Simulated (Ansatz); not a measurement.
## Two-dimensional strain map in Nb

All numbers below come from DFT r2SCAN, scalar-relativistic, plane waves, PAW in Ansatz. Cutoff 500 eV, Γ-centred 20×20×20 k-points, Gaussian smearing of 0.15 eV. No spin polarisation. Energies are free energies at this smearing, counted from the undisturbed cell; pressure is positive in compression.

The undisturbed cell (as given, not relaxed at this level; it stands at -3.8 GPa):

```xyz
1
Lattice="-1.6640 1.6640 1.6640 1.6640 -1.6640 1.6640 1.6640 1.6640 -1.6640" Properties=species:S:1:pos:R:3 pbc="T T T"
Nb    0.0000    0.0000    0.0000
```

The cell is strained by p along both x and y and by q along z, fractional coordinates fixed. Points are written (p, q).

Energy above the undisturbed cell in meV/atom (a dash: not computed):

```
 p \ q  -0.050  -0.025  0.000  0.025  0.050
-0.050   176.5   113.8   74.4   55.3   53.5
-0.025    62.6       –    5.9      –   22.8
 0.000    13.8    -2.2    0.0   18.7   51.8
 0.025    18.2       –   45.8      –  130.0
 0.050    68.1       –  134.1      –  248.5
```

Pressure in GPa:

```csv
p \ q,-0.050,-0.025,0.000,0.025,0.050
-0.050,29.1,22.3,16.3,11.2,6.8
-0.025,16.0,–,5.2,–,-3.0
0.000,5.5,0.5,-3.8,-7.5,-10.7
0.025,-3.1,–,-10.9,–,-16.8
0.050,-10.0,–,-16.6,–,-21.5
```